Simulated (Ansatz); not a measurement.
All numbers below come from DFT PBE, scalar-relativistic, plane waves, PAW in Ansatz. Settings: cutoff 420 eV, Γ-centred meshes spaced at most about 0.3 Å⁻¹, and about 0.25 Å⁻¹ or finer for metals (2π included), Gaussian smearing. Collinear spin in cells that started with moments and kept them past the coarse steps, no spin elsewhere.

All energies are static (0 K, no zero-point motion).

Two relaxed structures of SnIr3:

A. (no spin)

```xyz
8
Lattice="5.6829 0.0000 0.0000 -2.8415 4.9216 0.0000 0.0000 0.0000 4.5409" Properties=species:S:1:pos:R:3 pbc="T T T"
Sn    2.8415    1.6405    1.1352
Sn    0.0000    3.2810    3.4056
Ir    1.3848    0.7995    3.4056
Ir    4.2982    0.7995    3.4056
Ir    2.8415    3.3226    3.4056
Ir    1.4567    4.1221    1.1352
Ir   -1.4567    4.1221    1.1352
Ir    0.0000    1.5990    1.1352
```

B. (site moments under 0.1 μB)

```xyz
4
Lattice="2.8049 0.0000 0.0000 0.0000 2.8049 0.0000 0.0000 0.0000 8.9905" Properties=species:S:1:pos:R:3 pbc="T T T"
Sn    0.0000    0.0000    0.0000
Ir    0.0000    1.4025    6.6483
Ir    1.4025    0.0000    2.3422
Ir    0.0000    0.0000    4.4952
```

Question: Which would you expect to be lower, and how large is the difference?

Answer: A is lower, by 0.40 eV/atom. A has the Ni3Sn (D0_19) type, space group P6_3/mmc (No. 194), 15.9 Å³/atom and no gap on its mesh; B has space group P-4m2 (No. 115), 17.7 Å³/atom and no gap. Counting all near atoms (those within 1.25 times the shortest distance at each site), A has Sn 12, Ir 12 and B has Sn 8, Ir 8. The denser one is the lower, and pressure would at first widen the difference. Even the lower one lies +0.09 eV/atom against the reference forms of the elements (uncorrected), so neither is stable at this level. Origin: A is a Materials Project cell, relaxed; B was invented.

These runs have no spin–orbit coupling, which can matter for Ir. Cells relaxed within their symmetry can be saddle points.
